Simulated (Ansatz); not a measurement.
# TiB2 (AlB2 type, space group P6/mmm): map of one atom of the cell

Starting cell, TiB₂ (AlB2 type, space group P6/mmm):

```
TiB2
1.0
    3.02469     0.00000     0.00000
   -1.51235     2.61946     0.00000
    0.00000     0.00000     3.22263
Ti B
1 2
Direct
  0.00000   0.00000   0.00000
  0.33333   0.66667   0.50000
  0.66667   0.33333   0.50000
```

Two-dimensional scan of atom 1 (Ti, nearest neighbour B at 2.376 Å; its periodic images, 3.0 Å or more away, move with it): u runs along (0.707, 0.707, 0.000), v along (0.000, 0.000, 1.000) (Cartesian). Cell and other atoms are fixed.

Computed with r2SCAN (plane waves to 500 eV, PAW, scalar-relativistic; Ansatz, an electronic-structure program). k mesh 14×14×12 (Γ-centred), Fermi-Dirac smearing 0.05 eV. Energies are smeared free energies. With partly filled bands, energies and forces of such displacements shift with the k mesh and the smearing. Fu and Fv are the components of the force on the atom. TiB2 is run without spin polarisation. TiB2 was relaxed with its symmetry unable to fall. ΔE is measured from the undisplaced structure. Axes are in Å.

ΔE (eV/cell), with u across and v down:

```tsv
v \ u	-0.360	-0.180	0.000	0.180	0.360
-0.360	2.218	1.315	1.008	1.315	2.218
-0.180	1.231	0.496	0.244	0.496	1.231
0.000	0.932	0.238	0.000	0.238	0.932
0.180	1.231	0.496	0.244	0.496	1.231
0.360	2.218	1.315	1.008	1.315	2.218
```

Fu (eV/Å), with u across and v down:

```
v \ u   -0.360  -0.180  0.000  0.180  0.360
------  ------  ------  -----  -----  -----
-0.360    6.60    3.39   0.00  -3.39  -6.60
-0.180    5.32    2.78   0.00  -2.78  -5.32
0.000     5.02    2.62   0.00  -2.62  -5.02
0.180     5.32    2.78   0.00  -2.78  -5.32
0.360     6.60    3.39   0.00  -3.39  -6.60
```

Key numbers:

| Property | Value |
|---|---|
| Principal force constants in the plane (five-point differences of the forces) | 14.8 eV/Å², isotropic |
| Centre of the map | a minimum |
| Lowest place on the grid | u = 0.000 Å, v = 0.000 Å (0 meV/cell) |
| Highest place on the grid, met at several equal points | u = -0.360 Å, v = -0.360 Å; u = 0.360 Å, v = -0.360 Å; u = -0.360 Å, v = 0.360 Å; u = 0.360 Å, v = 0.360 Å (2218 meV/cell) |

(For displaced atoms, the force is minus the slope of the energy, and its curvature is a force constant, which sets phonon frequencies.)
